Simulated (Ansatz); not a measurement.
Ga2BiAs:
```cif
data_AsBiGa2
_chemical_formula_sum 'Ga2 Bi1 As1'
_space_group_name_H-M_alt 'P-4m2'
_space_group_IT_number 115
_space_group_name_Hall 'P -4 -2'
_cell_length_a 4.18304
_cell_length_b 4.18304
_cell_length_c 5.96913
_cell_angle_alpha 90.000
_cell_angle_beta 90.000
_cell_angle_gamma 90.000
loop_
_atom_site_label
_atom_site_type_symbol
_atom_site_symmetry_multiplicity
_atom_site_Wyckoff_symbol
_atom_site_fract_x
_atom_site_fract_y
_atom_site_fract_z
_atom_site_occupancy
Ga1 Ga 2 g 0.00000 0.50000 0.27499 1
Bi1 Bi 1 a 0.00000 0.00000 0.00000 1
As1 As 1 c 0.50000 0.50000 0.50000 1
```

This is the LDA-relaxed structure.

All from DFT-LDA in the program Ansatz with PAW potentials, unless another level is named. Estimate the bulk modulus (Birch–Murnaghan fit).

56.3 GPa.

What about the highest zone-centre frequency?

229 cm^-1.

The first step of the workflow began from a Materials Project structure, measured or hypothetical; the Crystallography Open Database copy checked does not list it. Its standing as an ambient phase is unchecked. The LDA relaxation kept the symmetry of its start; of distortions, only those at the zone centre were tested. As this level gives no gap, phonon frequencies hold no LO–TO term and depend on the k-mesh and smearing (Fermi–Dirac, 0.1 eV here). Scalar-relativistic: spin–orbit coupling is off unless named, which matters more the heavier the elements.

Potentials: the later of the program's two PAW sets.
